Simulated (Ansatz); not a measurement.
## Band table of La (hcp type)

```
CELL_PARAMETERS angstrom
2.61252 0.00000 0.00000
-1.30626 2.26251 0.00000
0.00000 0.00000 4.42335
ATOMIC_POSITIONS crystal
La 0.33333 0.66667 0.25000
La 0.66667 0.33333 0.75000
```

The cell comes from a relaxation on PAW files under the same functional, begun from a prototype that needn't be the stable phase.

All numbers are LDA results (scalar-relativistic) from Ansatz 0.2.0, with a Γ-centred 12×12×7 k mesh, Fermi–Dirac smearing of 0.08 eV, no spin polarisation. Methods: LAPW: all electrons, basis error target 1 meV/atom.

This run: volume at 0.4 of the series' base cell.

Spin–orbit coupling is left out, which matters for the heavy atoms. The structure type is held throughout; the real material can change phase at far lower pressure.

Path points, in fractions of the reciprocal vectors: Γ (0.000, 0.000, 0.000), M (0.500, 0.000, 0.000), K (0.333, 0.333, 0.000), A (0.000, 0.000, 0.500), L (0.500, 0.000, 0.500), H (0.333, 0.333, 0.500). Levels in eV from the Fermi level; bands 21 to 33, counted from the lowest band of the run. The gap is zero, the pressure 209.4 GPa.

```
# k(1/Å) point b21 b22 b23 b24 b25 b26 b27 b28 b29 b30 b31 b32 b33
0.000 Γ -23.62 -11.38 -11.38 -10.33 -9.51 -9.51 -1.74 -1.01 0.69 1.74 1.79 1.79 1.90
0.347 - -23.21 -13.99 -12.29 -11.39 -10.53 -9.75 -2.35 -0.65 -0.31 1.32 1.34 1.87 2.01
0.694 - -22.00 -18.33 -15.24 -13.82 -11.55 -10.68 -4.27 -1.78 -0.36 0.15 1.46 1.77 2.58
1.041 - -21.70 -20.16 -18.98 -14.95 -13.66 -11.61 -5.48 -2.61 -0.57 0.19 1.57 1.72 3.15
1.389 M -22.65 -20.91 -18.76 -15.36 -15.29 -11.98 -5.88 -2.88 -0.66 0.81 1.50 1.85 3.31
1.589 - -22.53 -20.78 -18.62 -16.23 -15.32 -12.85 -4.72 -3.72 0.34 0.82 1.89 2.45 3.28
1.789 - -22.18 -20.38 -18.22 -17.95 -15.46 -14.77 -5.19 -2.14 1.14 1.97 2.22 3.21 3.33
1.990 - -21.74 -19.79 -19.37 -17.56 -16.78 -15.87 -6.30 0.56 1.72 2.04 2.58 3.17 3.20
2.190 K -21.60 -19.56 -19.56 -17.89 -16.67 -16.67 -6.69 1.81 2.20 2.20 2.48 2.48 3.21
2.591 - -20.66 -20.56 -19.09 -17.33 -15.81 -14.37 -5.40 0.52 0.55 0.91 2.23 3.19 3.26
2.992 - -21.47 -18.58 -17.30 -14.16 -12.73 -12.00 -2.49 -1.60 -0.90 -0.69 1.73 2.47 3.14
3.393 - -23.07 -14.41 -13.19 -11.27 -10.62 -10.19 -1.96 -1.24 -0.43 0.67 1.43 1.93 2.52
3.794 Γ -23.62 -11.38 -11.38 -10.33 -9.51 -9.51 -1.74 -1.01 0.69 1.74 1.79 1.79 1.90
3.971 - -23.14 -11.31 -11.31 -11.14 -9.59 -9.59 -1.70 -0.83 0.34 1.75 1.75 1.79 2.33
4.149 - -21.82 -13.05 -11.13 -11.13 -9.81 -9.81 -1.59 -0.68 0.13 1.52 1.68 1.68 2.15
4.326 - -19.96 -15.39 -10.85 -10.85 -10.14 -10.14 -1.40 -0.87 0.37 1.15 1.68 1.68 1.95
4.504 A -17.76 -17.76 -10.50 -10.50 -10.50 -10.50 -1.15 -1.15 0.75 0.75 1.77 1.77 1.77
4.851 - -17.57 -17.57 -12.72 -12.72 -11.17 -11.17 -2.13 -2.13 1.37 1.37 2.38 2.38 2.60
5.198 - -18.29 -18.29 -15.39 -15.39 -12.48 -12.48 -3.58 -3.58 0.44 0.44 2.85 2.85 2.86
5.545 - -21.51 -21.51 -14.85 -14.85 -13.54 -13.54 -4.36 -4.36 -2.16 -2.16 2.87 2.87 3.12
5.892 L -23.16 -23.16 -14.34 -14.34 -13.93 -13.93 -4.21 -4.21 -3.76 -3.76 2.83 2.83 3.12
6.093 - -23.03 -23.03 -15.44 -15.44 -13.60 -13.60 -3.70 -3.70 -3.20 -3.20 1.95 1.95 3.38
6.293 - -22.62 -22.62 -17.34 -17.34 -13.33 -13.33 -3.42 -3.42 -1.32 -1.32 0.94 0.94 3.33
6.494 - -22.01 -22.01 -19.17 -19.17 -13.09 -13.09 -3.00 -3.00 -1.31 -1.31 1.84 1.84 3.17
6.694 H -21.57 -21.57 -20.10 -20.10 -12.98 -12.98 -2.67 -2.67 -1.89 -1.89 2.61 2.61 3.47
7.095 - -21.32 -21.32 -18.08 -18.08 -13.55 -13.55 -2.55 -2.55 -0.61 -0.61 1.57 1.57 2.25
7.496 - -18.71 -18.71 -15.67 -15.67 -13.88 -13.88 -1.93 -1.93 0.34 0.34 1.50 1.50 2.11
7.897 - -17.52 -17.52 -13.18 -13.18 -11.53 -11.53 -2.04 -2.04 0.99 0.99 2.59 2.59 2.67
8.297 A -17.76 -17.76 -10.50 -10.50 -10.50 -10.50 -1.15 -1.15 0.75 0.75 1.77 1.77 1.77
```
